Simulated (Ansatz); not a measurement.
## TiSTe (Janus 2H monolayer) under strain

A free-standing Janus 2H monolayer of TiSTe, relaxed with r2SCAN in the PAW code Ansatz. The sheet's in-plane cell has a = 3.556 Å, b = 3.556 Å (γ = 120.0°), and its outermost atoms lie 3.22 Å apart along the normal. Around Ti lie 3 S at 2.42 Å and 3 Te at 2.82 Å; around S lie 3 Ti at 2.42 Å; around Te lie 3 Ti at 2.82 Å.

The axes x, y and z are those of this cell:
```
Ti S Te
1.0
     3.55601    0.00000    0.00000
    -1.77800    3.07959    0.00000
     0.00000    0.00000   31.07882
Ti S Te
1 1 1
Direct
  0.33333 0.66667 0.29652
  0.66667 0.33333 0.33785
  0.66667 0.33333 0.23439
```
The sheet repeats along a and b alone.

Unstrained: With r2SCAN the valence top lies at Γ and the conduction bottom at Γ–M (0.83 of the way from Γ), 0.435 eV higher; the smallest vertical gap, at Γ–M (0.80 of the way from Γ), is 0.930 eV. HSE06 gives an indirect gap of 0.878 eV, from Γ to M; the least direct gap is 1.418 eV at Γ–M (0.82 of the way from Γ). Meshes: r2SCAN 12×12×1, HSE06 6×6×1. Strains are changes of length per length, and xy shears are angles. After each strain the atoms were relaxed again with r2SCAN within the symmetry that the strain leaves, so tilts or polar shifts that break it weren't tested; points keep the names that they have in the unstrained zone. The calculation is spin-unpolarised, and the structure need not be a phase that has been made.

Changes of the least gap in eV (an overlap counts as a negative gap):
```json
{"strain": "uniaxial +1.0 % along x", "area change (%)": "+1.0", "space group": "–", "r2SCAN": "–", "HSE06": "+0.013", "energy rise, r2SCAN (meV/atom)": "–"}
{"strain": "xy shear, engineering strain (angle) -2.0 %", "area change (%)": "0.0", "space group": "–", "r2SCAN": "–", "HSE06": "-0.089", "energy rise, r2SCAN (meV/atom)": "–"}
{"strain": "uniaxial -2.0 % along y", "area change (%)": "-2.0", "space group": "–", "r2SCAN": "–", "HSE06": "-0.182", "energy rise, r2SCAN (meV/atom)": "–"}
{"strain": "in-plane biaxial -0.5 %", "area change (%)": "-1.0", "space group": "–", "r2SCAN": "–", "HSE06": "-0.050", "energy rise, r2SCAN (meV/atom)": "–"}
```

Uniaxial +1.0 % along x, other directions held. HSE06: the gap goes from 0.878 to 0.891 eV (+0.013 eV).

Xy shear, engineering strain (angle) -2.0 %. HSE06: the gap goes from 0.878 to 0.789 eV (-0.089 eV).

Uniaxial -2.0 % along y, other directions held. HSE06: the gap goes from 0.878 to 0.696 eV (-0.182 eV).

In-plane biaxial -0.5 %. HSE06: the gap goes from 0.878 to 0.828 eV (-0.050 eV). For HSE06, dE_g/d ln A = 5.1 eV over this step.

Spin-orbit coupling is left out, which matters wherever the heavy atoms make up the band edges.

The meshes of the hybrids are coarse, so their gaps aren't converged to the digits shown.
